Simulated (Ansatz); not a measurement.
ZrB$_{2}$:
Space group P6₃/mmc (No. 194); a = b = 3.076 Å, c = 8.565 Å, α = β = 90.00°, γ = 120.00°

| atom | site | symmetry | x | y | z |
|---|---|---|---|---|---|
| Zr | 2c | -6m2 | 0.3333 | 0.6667 | 0.2500 |
| B | 4f | 3m. | 0.6667 | 0.3333 | 0.0270 |

Relaxed at zero pressure with plane-wave PAW PBE (Ansatz code).

Question: The volume is lowered by 9 % and shape and atoms relax at that volume. What pressure results, and how do the axes share the change?

Answer: 18.8 GPa; a -3.5 %, b -3.5 %, c -2.4 %; the energy rises by 57 meV/atom.

Question: Give the new structure.

Answer: 
Space group P6₃/mmc (No. 194); a = 2.970 Å, b = 2.970 Å, c = 8.362 Å, α = 90.00°, β = 90.00°, γ = 120.00°

```
atom  site  symmetry       x       y       z
----  ----  --------  ------  ------  ------
Zr      2c      -6m2  0.3333  0.6667  0.2500
B       4f       3m.  0.6667  0.3333  0.0282
```

The phase is kept; no other phase was compared at this pressure.

Space group P6_3/mmc. The start of the workflow was typed in or built on a structure type; neither database checked (COD, Materials Project) lists it. It is not the phase usual at ambient conditions (space group No. 191). The PBE relaxation kept the symmetry of its start; its stability against distortions is not shown here. No spin polarisation was allowed.

Potentials: the earlier of the program's two PAW sets.
